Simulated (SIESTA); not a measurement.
LaMgO3: energy against volume and a worked fit

Space group Pm-3m (No. 221). a = 3.946 Å, b = 3.946 Å, c = 3.946 Å, α = 90.00°, β = 90.00°, γ = 90.00°
```
atom  site  symmetry       x       y       z
  La    1a      m-3m  0.0000  0.0000  0.0000
  Mg    1b      m-3m  0.5000  0.5000  0.5000
   O    3c    4/mm.m  0.0000  0.5000  0.5000
```

The cell comes from a database or a generator and needn't be the stable form of this composition.

The cell was scaled at fixed shape and fractions and run with SIESTA, files PseudoDojo sr-pbesol-0.4.1-standard, DZP (energy shift 0.003 Ry; two zetas on semicore shells); PBEsol, k mesh 7 × 7 × 7 on the cell of 5 atoms, fermi-dirac occupations of 0.05 eV, no spin polarisation, no spin-orbit coupling. Energies are those that the program minimises, any entropy of the smearing included. For a metal such a mesh isn't converged to the digits shown.

```tsv
V (Å³/atom)	energy over the lowest row (meV/atom)
11.5494	13.09
11.7951	3.93
12.0409	0.00
12.2866	1.03
12.5323	?
12.7781	15.57
13.0238	28.14
```

**Question.** Fit the third-order Birch-Murnaghan form, give V0, B0 and B′, and predict the energy left open.

**Answer.** With y = (V0/V)^(2/3), E = E0 + (9 V0 B0/16) [(y - 1)³ B′ + (y - 1)² (6 - 4y)]. Least squares through the rows shown give V0 = 12.1093 Å³/atom, E0 = -0.14 meV, B0 = 150.3 GPa (1 eV/Å³ = 160.218 GPa) and B′ = 4.56, with a largest miss of 0.06 meV. At V = 12.5323 the form with these constants gives 6.36 meV; the run gave 6.36 meV an atom.
